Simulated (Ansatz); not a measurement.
## PtPb: stiffness from a series of strains

```
CELL_PARAMETERS angstrom
4.25000 0.00000 0.00000
-2.12500 3.68061 0.00000
0.00000 0.00000 5.45600
ATOMIC_POSITIONS crystal
Pt 0.33333 0.66667 0.25000
Pt 0.66667 0.33333 0.75000
Pb 0.00000 0.00000 0.00000
Pb 0.00000 0.00000 0.50000
```

Atoms are numbered in the order listed.

The cell comes from COD entry 1522617, which wasn't checked; take it as a given geometry. It is an old determination, and later ones may differ.

No spin–orbit coupling, which matters for the heavy atoms here.

All numbers below come from DFT, LDA, all-electron LAPW, scalar-relativistic (Ansatz 0.2.0).

Numerical set-up: a Γ-centred 10×10×7 k mesh, Fermi–Dirac smearing of 0.05 eV, basis error target 0.5 meV/atom, no spin polarisation.

The strain is applied along the Cartesian axes of the cell as listed (the other components stay zero). Fractional coordinates are held (clamped ions).

σ is the change of stress from the unstrained cell, which is at 6.54 GPa; tension is positive, so slopes are stress–strain coefficients at that pressure. In a metal the k mesh adds noise.

Only quantities that a quadratic follows smoothly over the whole series are listed; rougher ones are left out.

```tsv
εzz	σzz (GPa)	σxx (GPa)
-0.0200	-5.76	-2.16
-0.0100	-2.78	-1.04
0.0000	0.00	0.00
0.0200	5.24	1.76
```

Fit the series and read off the stiffness at zero strain.

Least-squares fits y = p0 + p1 x + p2 x² to the rows give σzz (GPa): p1 = 275, p2 = -680; σxx (GPa): p1 = 98.1, p2 = -490. So C33 = 275 GPa and C13 = 98 GPa, for these axes.

One run, at εzz = 0.0100, is withheld. Predict its row.

The fits give 2.69, 0.93; the run gave 2.69, 0.93.
